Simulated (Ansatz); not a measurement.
Input:

KTaO3 (cubic perovskite, space group No. 221), a = 3.9853 Å, b = 3.9853 Å, c = 3.9853 Å, α = 90.00°, β = 90.00°, γ = 90.00°.

This is the PBEsol-relaxed structure.

All from the program Ansatz at the PBEsol level (PAW), unless another level is named. Give the Young's modulus.

319 GPa.

Give the elastic constants (relaxed ions, GPa).

C11 = 453, C12 = 77.7, C44 = 99.6.

Space group Pm-3m (cubic perovskite). The cell was relaxed with PBEsol under the symmetry of its start. No spin polarisation was allowed. Spin–orbit coupling is left out wherever it is not named.

Potentials: the later of the program's two PAW sets.
